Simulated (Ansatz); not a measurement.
NbSi2 in space group I4/mcm (No. 140; Si on 8h, Nb on 4a) at seven volumes, DFT-PBE in the program Ansatz with PAW potentials, shape and atoms relaxed at each. One row is withheld.

| V (Å³/atom) | P (GPa) |
|---|---|
| 15.393 | 14.92 |
| 15.900 | 8.99 |
| 16.408 | ? |
| 16.915 | -0.01 |
| 17.422 | -3.74 |
| 17.930 | -6.95 |
| 18.437 | -9.70 |

Question: Fit the shown pressures and predict the withheld one.

Answer: P = (3/2)B₀(x^(7/2) − x^(5/2))[1 + (3/4)(B′ − 4)(x − 1)] with x = (V₀/V)^(2/3). Least squares on the six rows gives V₀ = 16.904 Å³/atom, B₀ = 132 GPa, B′ = 3.91. At V = 16.408, x = 1.0201 and P = 4.17 GPa. The run itself gave 4.21 GPa.

A made-up cell: these elements were put on the sites of a structure type; neither database checked (COD, Materials Project) lists it. COD files the formula under space group No. 180, 181, so this cell is another polymorph or a model. Its standing as an ambient phase is unchecked. Symmetry was held in the PBE relaxation; its stability against distortions is not shown here. No spin polarisation was allowed.

Potentials: the later of the program's two PAW sets.
